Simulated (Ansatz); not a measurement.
The relaxed structure here is a generated cell of WC: the first start was made by a random draw of sites in a space group, and the end was not matched to a known phase here, so it may be hypothetical. Known forms of WC include space group No. 187.

One starting cell of WC (a randomly generated symmetric cell of WC (space group No. 11)) was relaxed twice with Ansatz (plane waves, PAW, scalar-relativistic): with r2SCAN at 500 eV and with PBE at 420 eV. The r2SCAN result:

Space group Cmcm (No. 63); a = 4.983 Å, b = 6.821 Å, c = 5.719 Å, α = β = γ = 90.00°

```
atom  site  symmetry       x       y       z
----  ----  --------  ------  ------  ------
C       8d        -1  0.2500  0.2500  0.0000
W       4b     2/m..  0.0000  0.5000  0.0000
W       4c       m2m  0.0000  0.1288  0.2500
```
(The calculation used a cell of 8 atoms; values per cell refer to that cell.)

| quantity | r2SCAN | PBE |
|---|---|---|
| space group | Cmcm | Cmcm |
| volume (Å³/atom) | 12.15 | ___ |
| a (Å) | 4.983 | ___ |
| b (Å) | 6.821 | ___ |
| c (Å) | 5.719 | ___ |
| gap (eV, no spin-orbit coupling) | 0.00 | ___ |

**Question.** Fill in the PBE column.

**Answer.** 
- volume (Å³/atom), PBE: 12.23
- a (Å), PBE: 5.029
- b (Å), PBE: 6.817
- c (Å), PBE: 5.707
- gap (eV, no spin-orbit coupling), PBE: 0.00

Both levels end in the same structure; PBE's volume is 0.6 % larger. Neither column is exact.

No spin polarisation in the result.

The run could not lose the symmetry of its start, so the end can be a saddle point.

Ansatz is a quantum-chemistry and plane-wave program.
